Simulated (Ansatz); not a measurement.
# Equation of state of ZrGa3

```yaml
crystal:
  lattice:
    - [-1.98550, 1.98550, 4.36450]
    - [1.98550, -1.98550, 4.36450]
    - [1.98550, 1.98550, -4.36450]
  atoms:
    - { symbol: Zr, position: [0.00000, 0.00000, 0.00000] }
    - { symbol: Ga, position: [0.50000, 0.50000, 0.00000] }
    - { symbol: Ga, position: [0.75000, 0.25000, 0.50000] }
    - { symbol: Ga, position: [0.25000, 0.75000, 0.50000] }
```

The geometry is COD entry 1523054, unchecked; take it as a test cell. It is an old determination, and later ones may differ.

Spin polarisation is left out, and whether a magnetic state lies lower isn't shown here.

Levels of theory: DFT, LDA, all-electron LAPW, scalar-relativistic (Ansatz 0.2.0); DFT, LDA, PAW with Ansatz's default frozen-core files, scalar-relativistic (Ansatz 0.2.0).

For LAPW: a Γ-centred 12×12×12 k mesh, Fermi–Dirac smearing of 0.03 eV, basis error target 1 meV/atom, no spin polarisation. PAW takes a cutoff of 420 eV at this cell (files made with PBE, cores remade for this functional). The Ansatz runs share mesh, smearing and spin set-up. Plane-wave (PAW) pressures include the program's estimate of the Pulay term.

The cell above is scaled evenly, with fractional coordinates and shape held.

```tsv
V/V(cell)	V (Å³/atom)	P, LAPW (GPa)	P, PAW (GPa)
0.9400	16.173	1.36	1.31
0.9600	16.518	-1.14	-1.19
0.9800	16.862	-3.36	-3.41
0.9900	17.034	-4.38	-4.42
1.0000	17.206	-5.34	-5.38
1.0100	17.378	-6.24	-6.28
1.0200	17.550	-7.08	-7.12
1.0400	17.894	-8.61	-8.65
1.0600	18.238	-9.97	-10.01
```

(1) What do Birch–Murnaghan fits to the pressures give?

## Answers

(1) LAPW: V0 = 16.35 Å³/atom, B0 = 119 GPa, B0′ = 4.8; PAW: V0 = 16.35 Å³/atom, B0 = 119 GPa, B0′ = 4.8.
